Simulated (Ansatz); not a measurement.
NbTe₂:
```yaml
crystal:
  lattice:
    - [3.70129, 0.00000, 0.00000]
    - [-1.85065, 3.20542, 0.00000]
    - [0.00000, 0.00000, 6.96369]
  atoms:
    - { symbol: Nb, position: [0.00000, 0.00000, 0.00000] }
    - { symbol: Te, position: [0.66667, 0.33333, 0.73986] }
    - { symbol: Te, position: [0.33333, 0.66667, 0.26014] }
```
The run is spin-polarised; directions of the spins, atom by atom: 0 0 0.

Relaxed with r²SCAN+D4.

### Question
Give the Bader charges and basin volumes of the independent atoms, plane-wave PAW r²SCAN+D4 (Ansatz code).

### Answer


| atom | Bader charge (e) | Bader volume (Å³) |
|---|---|---|
| Nb1 | +1.23 | 15.5 |
| Te2 | -0.61 | 33.5 |

Space group P-3m1 (CdI2 type). The first step of the workflow began from a Materials Project structure, measured or hypothetical; the Crystallography Open Database copy checked does not list it. COD files the formula under space group No. 12. Whether it is the stable phase at ambient conditions was not checked. Symmetry was held in the r²SCAN+D4 relaxation; its stability against distortions is not shown here. The final state is ferromagnetic, the only order run, not a proven ground state. The cell computed holds one magnetic atom, so no antiferromagnetic order was within reach. Other orbital occupations within this spin state were not tried. No Hubbard U is applied. Scalar-relativistic: spin–orbit coupling is off unless named, which matters more the heavier the elements.

Potentials: the later of the program's two PAW sets.
